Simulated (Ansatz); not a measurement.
Computed with DFT PBE, scalar-relativistic, plane waves, PAW in Ansatz 0.2.0. All cells share a 420 eV cutoff and Γ-centred k meshes spaced about 0.3 Å⁻¹ or finer (0.25 for metals, 2π included). No spin polarisation.

All energies are static (0 K, no zero-point motion).

Compare these two cells of Bi₂Te₂O, each relaxed at this level.

A.

```
CELL_PARAMETERS angstrom
4.87557 0.00000 0.00000
0.00000 4.87557 0.00000
0.00000 0.00000 8.31378
ATOMIC_POSITIONS crystal
Bi 0.50000 0.00000 0.00000
Bi 0.00000 0.50000 0.00000
Te 0.00000 0.00000 0.25416
Te 0.00000 0.00000 0.74584
O 0.50000 0.50000 0.00000
```

B.

```
CELL_PARAMETERS angstrom
2.05514 1.18654 9.83945
-2.05514 1.18654 9.83945
0.00000 -2.37307 9.83945
ATOMIC_POSITIONS crystal
Bi 0.03799 0.03799 0.03799
Bi 0.85431 0.85431 0.85431
Te 0.44645 0.44645 0.44645
Te 0.25150 0.25150 0.25150
O 0.68722 0.68722 0.68722
```

Problem. Which is lower in energy, and by how much?

Solution. B is lower, by 34 meV/atom. A has space group P4/mmm (No. 123), 39.5 Å³/atom and no gap on its mesh; B has space group R3m (No. 160), 28.8 Å³/atom and a gap of 0.68 eV. Counting O or Te atoms around Bi (for each partner element, those within 1.25 times its shortest distance or 1.15 times the sum of covalent radii, where it is the nearest in units of that sum or under 1.3), A and B both have Bi 6. Both come from trial cells of a structure search, whose lowest cell (P2_1, 29.6 Å³/atom) lies 114 meV/atom below the lower of the two.

Weakly bound directions are ill-defined at this level, which has no dispersion term (P4/mmm, R3m), and this can change margins and order among such cells. Spin–orbit coupling, which can matter for Bi and Te, is left out. Kohn–Sham gaps at this level usually fall short of measured ones. The missing spin–orbit coupling can work the other way here. The zero gap of P4/mmm may come from the functional, which often closes small gaps. Cells relaxed within their symmetry can be saddle points. Some candidate types were left out of the draw beforehand, so a known form may be missing.
